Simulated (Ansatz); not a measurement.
Relaxed candidate structures of SiW2:

A. Pnnm (No. 58), oP6; a = 2.7183 Å, b = 7.2053 Å, c = 4.6392 Å, α = β = γ = 90.00°; Si 2d (0.500, 0.000, 0.000); W 4g (0.121, 0.327, 0.000)

B. Fm-3m (No. 225), cF12, AFLOW prototype AB2_cF12_225_a_c (C1, as in CaF2); a = 5.8284 Å, b = 5.8284 Å, c = 5.8284 Å, α = 90.00°, β = 90.00°, γ = 90.00°; Si 4a (0.000, 0.000, 0.000); W 8c (0.250, 0.250, 0.250)

C. Fd-3m, origin choice 1 (No. 227), cF48, AFLOW prototype AB2_cF48_227_c_e (as in Ti2C); a = b = c = 9.1351 Å, α = β = γ = 90.00°; Si 16c (0.125, 0.125, 0.125); W 32e (0.395, 0.395, 0.395)

D. P-31m (No. 162), hP9; a = b = 5.8340 Å, c = 5.3974 Å, α = β = 90.00°, γ = 120.00°; W 6k (0.387, 0.387, 0.187); Si 1a (0.000, 0.000, 0.000); Si 2d (0.333, 0.667, 0.500)

E. Pmmn, origin choice 1 (No. 59), oP6; a = 3.155 Å, b = 4.204 Å, c = 6.715 Å, α = β = γ = 90.00°; W 2a (0.000, 0.000, 0.992); W 2b (0.000, 0.500, 0.347); Si 2b (0.500, 0.000, 0.289)

Task: Put the candidates in order of energy per atom, lowest first, for r2SCAN (plane waves to 500 eV, PAW, scalar-relativistic; Ansatz, a program for electronic structure).

Result: E (reference), A (+0.19 eV/atom), D (+0.61 eV/atom), C (+0.68 eV/atom), B (+0.71 eV/atom)

Each run could gain symmetry but not lose that of its start, so entries can be saddle points. All of these are generated cells (placed on structure types, drawn at random, substituted or restacked) that were not matched to a known phase here. The real structure of this composition may not be among these, and whether this composition forms is not checked here. Energies are at zero temperature and pressure, without zero-point motion. Each cell has its own k-point mesh; energy differences are given only to the digits this allows. No spin polarisation in the result.
